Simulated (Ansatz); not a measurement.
Starting structure of a cell relaxation (symmetry kept):

```cif
data_structure
_symmetry_space_group_name_H-M 'I4/mmm'
_symmetry_Int_Tables_number 139
_cell_length_a 4.0527
_cell_length_b 4.0527
_cell_length_c 15.4392
_cell_angle_alpha 90.000
_cell_angle_beta 90.000
_cell_angle_gamma 90.000
_cell_volume 253.58
loop_
_atom_site_label
_atom_site_type_symbol
_atom_site_symmetry_multiplicity
_atom_site_Wyckoff_symbol
_atom_site_fract_x
_atom_site_fract_y
_atom_site_fract_z
_atom_site_occupancy
Y1 Y 4 e 0.00000 0.00000 0.32667 1
Ti1 Ti 4 c 0.00000 0.50000 0.00000 1
Ge1 Ge 4 e 0.00000 0.00000 0.12225 1
```

All numbers below come from DFT PBEsol, scalar-relativistic, plane waves, PAW in Ansatz 0.2.0.

Plane waves to 420 eV, a k mesh through Γ of 12×12×12 on the computed 6-atom cell and Gaussian smearing (0.10 eV); no spin polarisation.

**Question.** What does it relax to?

**Answer.** The volume goes down by 0.83 Å³/atom to 20.31 Å³/atom, and the energy falls by 9.2 meV/atom. Final structure:
```cif
data_structure
_symmetry_space_group_name_H-M 'I4/mmm'
_symmetry_Int_Tables_number 139
_cell_length_a 3.9898
_cell_length_b 3.9898
_cell_length_c 15.3074
_cell_angle_alpha 90.000
_cell_angle_beta 90.000
_cell_angle_gamma 90.000
_cell_volume 243.67
loop_
_atom_site_label
_atom_site_type_symbol
_atom_site_symmetry_multiplicity
_atom_site_Wyckoff_symbol
_atom_site_fract_x
_atom_site_fract_y
_atom_site_fract_z
_atom_site_occupancy
Y1 Y 4 e 0.00000 0.00000 0.32599 1
Ti1 Ti 4 c 0.00000 0.50000 0.00000 1
Ge1 Ge 4 e 0.00000 0.00000 0.12216 1
```

Spin polarisation was left out, and a magnetic state may lie lower.